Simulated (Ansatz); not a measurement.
PbS (rock salt, Fm-3m) at seven volumes, r²SCAN in the plane-wave PAW code Ansatz, shape and atoms relaxed at each. One row is withheld.

```tsv
V (Å³/atom)	P (GPa)
24.259	6.67
25.059	?
25.859	1.89
26.658	0.01
27.458	-1.60
28.258	-2.97
29.058	-4.13
```

### Question
Fit the shown pressures and predict the withheld one.

### Answer
P = (3/2)B₀(x^(7/2) − x^(5/2))[1 + (3/4)(B′ − 4)(x − 1)] with x = (V₀/V)^(2/3). Least squares on the six rows gives V₀ = 26.662 Å³/atom, B₀ = 57.7 GPa, B′ = 4.27. At V = 25.059, x = 1.0422 and P = 4.09 GPa. The run itself gave 4.09 GPa.

The cell was relaxed with r²SCAN under the symmetry of its start. Spin–orbit coupling is left out wherever it is not named.

Potentials: the earlier of the program's two PAW sets.
